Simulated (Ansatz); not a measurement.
Here is the system:

Pb (fcc, Cu type)

```xyz
1
Lattice="0.0000 2.5171 2.5171 2.5171 0.0000 2.5171 2.5171 2.5171 0.0000" Properties=species:S:1:pos:R:3 pbc="T T T"
Pb     0.0000     0.0000     0.0000
```

This relaxed cell (volume V₀) is scaled evenly in all directions, its shape held. Symmetry pins the atoms to their sites.

Computed with PBE (plane waves to 420 eV, PAW, scalar-relativistic; Ansatz, an electronic-structure program). k mesh 16×16×16 (Γ-centred), Fermi-Dirac smearing 0.05 eV. Energies are smeared free energies. Stress and pressure are positive under compression. Pb was relaxed with its symmetry unable to fall. Spin-orbit coupling is left out, though Pb is heavy. The PAW data are Ansatz's earlier set. The relaxed volume of Pb is well above the measured one; the method has no dispersion term. The zero of ΔE is the relaxed starting cell.

The scan covers V/V₀ from 0.900 to 1.100 in 13 points.

Problem. What is ΔE at V/V₀ = 0.900?

Solution. 50 meV/atom.

Problem. What pressure does the cell carry at V/V₀ = 0.900?

Solution. 5.6 GPa.

Problem. What is ΔE at V/V₀ = 1.100?

Solution. 33 meV/atom.

(A scan under strain: stresses follow from slopes of the energy per volume, elastic moduli from its curvatures.)
